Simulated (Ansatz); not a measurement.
The start is a generated cell, GaSb built in the zincblende structure type. A full variable-cell relaxation at zero pressure is run with PBEsol (plane waves to 420 eV, PAW, scalar-relativistic; Ansatz, a quantum-chemistry and plane-wave program). First-step values are on the input's coarse k-mesh.

Ansatz input (later rounds restart from its end on a renewed k-mesh):
Ansatz 0.2 input:
```yaml
crystal:
  lattice:
    - [0, 3.066221, 3.066221]
    - [3.066221, 0, 3.066221]
    - [3.066221, 3.066221, 0]
  atoms:
    - { symbol: Sb, position: [0.75, 0.75, 0.75] }
    - { symbol: Ga, position: [0, 0, 0] }
basis: { ecutwfc: 420, ecutrho_ratio: 4, xc_grid: 2, fft_grid_basis: typed }
kpoints: { mp_grid: { grid: [9, 9, 9] } }
hamiltonian:
  xc: pbesol
  dispersion: none
  pseudopotentials: { azcp: { folder: ./paw }, kind: paw }
scf: { occupations: { method: fermi_dirac, width: 0.05 } }
relax: { f_tol: 0.01, max_steps: 100, cell: { stress_tol: 0.02 } }
output: { forces: true, stress: true }
```

Problem. By how much does the energy per atom fall from start to end?

Solution. Under 0.01 eV/atom.

Problem. How does the volume per atom move from start to end?

Solution. -1.0 %, from 28.83 to 28.54 Å³/atom.

Problem. What band gap does the relaxed structure have at this level?

Solution. Zero (the bands touch at this level, without spin-orbit coupling). The gap comes from the SCF mesh and the high-symmetry points alone.

Problem. What does it relax into? Give the structure.

Solution. 
Space group F-43m (No. 216); a = 6.1120 Å, b = 6.1120 Å, c = 6.1120 Å, α = 90.00°, β = 90.00°, γ = 90.00°

```
atom  site  symmetry       x       y       z
----  ----  --------  ------  ------  ------
Sb      4c      -43m  0.2500  0.2500  0.2500
Ga      4a      -43m  0.0000  0.0000  0.0000
```
(The calculation used a cell of 2 atoms; values per cell refer to that cell.)

The space group stays F-43m (No. 216) (the run could not lower it); the end is zinc blende type, with 2 atoms in the primitive cell. Final values are on a 13×13×13 k-mesh of the relaxed cell. No spin polarisation in the result. Spin-orbit coupling is missing; with elements this heavy it can move band edges by tenths of an eV or more.

The run could not lose the symmetry of its start; a randomly shaken copy of 2 atoms returns to this structure.

All atoms sit on sites fixed by symmetry, so only the cell could relax.
